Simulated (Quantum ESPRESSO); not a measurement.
AlGe₆N (made-up cell) (calculated)

Computed with Quantum ESPRESSO 7.5. Calculation on a made-up crystal cell, not a measurement: periodic Kohn-Sham density functional theory in plane waves with PseudoDojo standard norm-conserving scalar-relativistic pseudopotentials, each functional with its own files (v0.5 for PBE, v0.4.1 for LDA and PBEsol), no spin polarisation, no spin-orbit coupling, atoms not relaxed, stress positive in tension, energies less a fixed whole-eV offset for each atom's element; levels are Kohn-Sham levels at fractions of this cell's reciprocal vectors, counted from the reference band (half the neutral cell's valence electrons, rounded up) at Gamma; error bars cover cutoff and k-mesh only, not smearing or the files; added strain carries the atoms with the cell, and shear is the tensor component; each bar is the largest change over components, and at least 0.002 eV, 0.002 eV per angstrom or 0.02 GPa; energies are for the whole cell, and the offsets were chosen from early runs and are not element reference energies.

Common to all runs: lattice type zincblende/diamond; functional pbe; cutoff 1143 eV; fermi dirac smearing 0.1 eV; scf tolerance 1e-07 eV; electrons removed 0; k mesh 6 x 6 x 6, shifted by half a step.

(1) AlGe₆N (made-up cell)

```
cell vectors (Å)
   5.5897    -0.0397     0.0607
  -0.0397     5.7080    -0.0619
   0.0607    -0.0619     5.6509
atoms (fractions of the cell vectors)
Ge  0.02092  0.02244 -0.01061
Ge  0.00267  0.50930  0.48579
N   0.49132  0.01261  0.50888
Ge  0.51326  0.49256 -0.02185
Ge  0.23402  0.24696  0.23858
Ge  0.26794  0.75498  0.76702
Ge  0.75302  0.23701  0.77171
Al  0.72685  0.73658  0.24615
```

* free energy less offsets: 2.403 eV
* smearing term minus ts: -0.07501 eV
* scf iterations: 11
* pressure: -0.669 GPa
* stress xx: -0.2059 GPa
* stress yy: 1.388 GPa
* stress zz: 0.8247 GPa
* stress yz: -3.795 GPa
* stress xz: -1.943 GPa
* stress xy: 1.852 GPa
* fermi level: 0.1161 eV
* reference band: 46
* error bar energy: 0.003319 eV
* error bar stress: 0.02 GPa
* error bar force: 0.003812 eV/Å
* error bar next band up: 0.002 eV
* error bar fermi level: 0.008364 eV
* error bars from: tighter rerun of a related cell

Atoms:
```csv
atoms element,atom site,atom energy offset (eV)
Ge,1,-2430
Ge,2,-2430
N,3,-283
Ge,4,-2430
Ge,5,-2430
Ge,6,-2430
Ge,7,-2430
Al,8,-64
```

Forces:
```csv
site,x (eV/Å),y (eV/Å),z (eV/Å)
1,-1.517,-2.539,0.213
2,-0.3681,0.2082,1.025
3,0.4741,-0.897,0.002213
4,-1.154,0.2657,1.268
5,2.476,0.7671,2.109
6,0.3079,0.6294,-2.51
7,-0.3025,-0.6146,-3.447
8,0.08311,2.18,1.339
```

Levels:
```csv
level k point,next band up (eV)
Gamma,0.4938
"(1/2,1/2,1/2)",0.2776
"(0.15,0,0)",0.2944
"(0,0.15,0)",0.347
"(0,0,0.15)",0.3277
```

(2) AlGe₆N (made-up cell)

```
cell vectors (Å)
   5.5897    -0.0397     0.0607
  -0.0397     5.7080    -0.0619
   0.0607    -0.0619     5.6509
atoms (fractions of the cell vectors)
Ge  0.02092  0.02244 -0.01061
Ge  0.00263  0.50934  0.48970
N   0.49132  0.01261  0.50888
Ge  0.51326  0.49256 -0.02185
Ge  0.23402  0.24696  0.23858
Ge  0.26794  0.75498  0.76702
Ge  0.75302  0.23701  0.77171
Al  0.72685  0.73658  0.24615
```

* free energy less offsets: 2.382 eV
* smearing term minus ts: -0.07525 eV
* scf iterations: 11
* pressure: -0.7071 GPa
* stress xx: -0.1396 GPa
* stress yy: 1.451 GPa
* stress zz: 0.8102 GPa
* stress yz: -3.755 GPa
* stress xz: -1.964 GPa
* stress xy: 1.694 GPa
* fermi level: 0.1146 eV
* reference band: 46
* error bar energy: 0.003319 eV
* error bar stress: 0.02 GPa
* error bar force: 0.003812 eV/Å
* error bar next band up: 0.002 eV
* error bar fermi level: 0.008364 eV
* error bars from: tighter rerun of a related cell

Atoms:
```csv
atoms element,atom site,atom energy offset (eV)
Ge,1,-2430
Ge,2,-2430
N,3,-283
Ge,4,-2430
Ge,5,-2430
Ge,6,-2430
Ge,7,-2430
Al,8,-64
```

Forces:
```csv
site,x (eV/Å),y (eV/Å),z (eV/Å)
1,-1.518,-2.543,0.223
2,-0.3809,0.1805,0.8157
3,0.4724,-0.8969,-0.009972
4,-1.153,0.2645,1.277
5,2.424,0.8331,2.175
6,0.3406,0.6569,-2.46
7,-0.3203,-0.635,-3.409
8,0.1357,2.14,1.388
```

Levels:
```csv
level k point,next band up (eV)
Gamma,0.4898
"(1/2,1/2,1/2)",0.2792
"(0.15,0,0)",0.2846
"(0,0.15,0)",0.3378
"(0,0,0.15)",0.3232
```

(3) AlGe₆N (made-up cell)

```
cell vectors (Å)
   5.5897    -0.0397     0.0607
  -0.0397     5.7080    -0.0619
   0.0607    -0.0619     5.6509
atoms (fractions of the cell vectors)
Ge  0.02092  0.02244 -0.01061
Ge  0.00259  0.50938  0.49319
N   0.49132  0.01261  0.50888
Ge  0.51326  0.49256 -0.02185
Ge  0.23402  0.24696  0.23858
Ge  0.26794  0.75498  0.76702
Ge  0.75302  0.23701  0.77171
Al  0.72685  0.73658  0.24615
```

* free energy less offsets: 2.368 eV
* smearing term minus ts: -0.07553 eV
* scf iterations: 11
* pressure: -0.7344 GPa
* stress xx: -0.09065 GPa
* stress yy: 1.495 GPa
* stress zz: 0.7984 GPa
* stress yz: -3.72 GPa
* stress xz: -1.983 GPa
* stress xy: 1.554 GPa
* fermi level: 0.113 eV
* reference band: 46
* error bar energy: 0.003319 eV
* error bar stress: 0.02 GPa
* error bar force: 0.003812 eV/Å
* error bar next band up: 0.002 eV
* error bar fermi level: 0.008364 eV
* error bars from: tighter rerun of a related cell

Atoms:
```csv
atoms element,atom site,atom energy offset (eV)
Ge,1,-2430
Ge,2,-2430
N,3,-283
Ge,4,-2430
Ge,5,-2430
Ge,6,-2430
Ge,7,-2430
Al,8,-64
```

Forces:
```csv
site,x (eV/Å),y (eV/Å),z (eV/Å)
1,-1.518,-2.547,0.232
2,-0.3931,0.1569,0.6277
3,0.4709,-0.8967,-0.02086
4,-1.153,0.2632,1.285
5,2.379,0.8893,2.232
6,0.3717,0.6831,-2.414
7,-0.3376,-0.6551,-3.374
8,0.1807,2.106,1.432
```

Levels:
```csv
level k point,next band up (eV)
Gamma,0.4862
"(1/2,1/2,1/2)",0.2807
"(0.15,0,0)",0.276
"(0,0.15,0)",0.3296
"(0,0,0.15)",0.3189
```

(4) AlGe₆N (made-up cell)

```
cell vectors (Å)
   5.5897    -0.0397     0.0607
  -0.0397     5.7080    -0.0619
   0.0607    -0.0619     5.6509
atoms (fractions of the cell vectors)
Ge  0.02092  0.02244 -0.01061
Ge  0.00243  0.50954  0.50783
N   0.49132  0.01261  0.50888
Ge  0.51326  0.49256 -0.02185
Ge  0.23402  0.24696  0.23858
Ge  0.26794  0.75498  0.76702
Ge  0.75302  0.23701  0.77171
Al  0.72685  0.73658  0.24615
```

* free energy less offsets: 2.349 eV
* smearing term minus ts: -0.07731 eV
* scf iterations: 11
* pressure: -0.7775 GPa
* stress xx: 0.006503 GPa
* stress yy: 1.567 GPa
* stress zz: 0.7594 GPa
* stress yz: -3.584 GPa
* stress xz: -2.062 GPa
* stress xy: 0.9728 GPa
* fermi level: 0.1057 eV
* reference band: 46
* error bar energy: 0.003319 eV
* error bar stress: 0.02 GPa
* error bar force: 0.003812 eV/Å
* error bar next band up: 0.002 eV
* error bar fermi level: 0.008364 eV
* error bars from: tighter rerun of this cell

Atoms:
```csv
atoms element,atom site,atom energy offset (eV)
Ge,1,-2430
Ge,2,-2430
N,3,-283
Ge,4,-2430
Ge,5,-2430
Ge,6,-2430
Ge,7,-2430
Al,8,-64
```

Forces:
```csv
site,x (eV/Å),y (eV/Å),z (eV/Å)
1,-1.521,-2.564,0.2709
2,-0.451,0.06825,-0.1665
3,0.4643,-0.8957,-0.0665
4,-1.155,0.2565,1.318
5,2.215,1.099,2.461
6,0.5233,0.8125,-2.209
7,-0.4254,-0.7596,-3.215
8,0.3493,1.983,1.607
```

Levels:
```csv
level k point,next band up (eV)
Gamma,0.4711
"(1/2,1/2,1/2)",0.2905
"(0.15,0,0)",0.2438
"(0,0.15,0)",0.2974
"(0,0,0.15)",0.2978
```
